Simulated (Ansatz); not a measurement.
Relaxed candidate structures of AlPt:

A. Fm-3m (No. 225), cF8, rock salt type; a = b = c = 5.0808 Å, α = β = γ = 90.00°; Pt 4a (0.000, 0.000, 0.000); Al 4b (0.500, 0.500, 0.500)

B. P2₁3 (No. 198), cP8, AFLOW prototype AB_cP8_198_a_a (B20, as in FeSi); a = b = c = 4.8684 Å, α = β = γ = 90.00°; Al 4a (0.844, 0.844, 0.844); Pt 4a (0.154, 0.154, 0.154)

C. Pbcm (No. 57), oP8, AFLOW prototype AB_oP8_57_d_d (as in TlF); a = 5.2445 Å, b = 4.8538 Å, c = 4.6415 Å, α = β = γ = 90.00°; Al 4d (0.660, 0.062, 0.250); Pt 4d (0.172, 0.059, 0.250)

D. R-3m, hexagonal axes (No. 166), hR2, AFLOW prototype AB_hR2_166_a_b (L1_1, as in CuPt); a = b = 2.8965 Å, c = 12.1202 Å, α = β = 90.00°, γ = 120.00°; Al 3a (0.000, 0.000, 0.000); Pt 3b (0.000, 0.000, 0.500)

E. P6/mmm (No. 191), hP4; a = b = 4.1345 Å, c = 5.1394 Å, α = β = 90.00°, γ = 120.00°; Al 2d (0.333, 0.667, 0.500); Pt 2e (0.000, 0.000, 0.244)

Task: Rank these by energy per atom (lowest first), as PBEsol (plane waves to 420 eV, PAW, scalar-relativistic; Ansatz, an electronic-structure program) gives it.

Result: B (reference, the lowest among the structures calculated here), C (+0.14 eV/atom), D (+0.26 eV/atom), A (+0.49 eV/atom), E (+1.10 eV/atom)

Probably no minimum, since a slightly shaken restart fell lower: Fm-3m, cF8, rock salt type (by 0.23 eV/atom, to R-3m). 1 run with a doubtful electronic state, a coarser numerical grid, an end not at rest or a source that can't be used is left out. Each run could gain symmetry but not lose that of its start, so entries can be saddle points. From databases, or of a type measured for this composition: P2₁3, cP8, AFLOW prototype AB_cP8_198_a_a (B20, as in FeSi); the others are generated cells (placed on structure types, drawn at random, substituted or restacked) that were not matched to a known phase here. Energies are at zero temperature and pressure, without zero-point motion. No spin polarisation in the result.
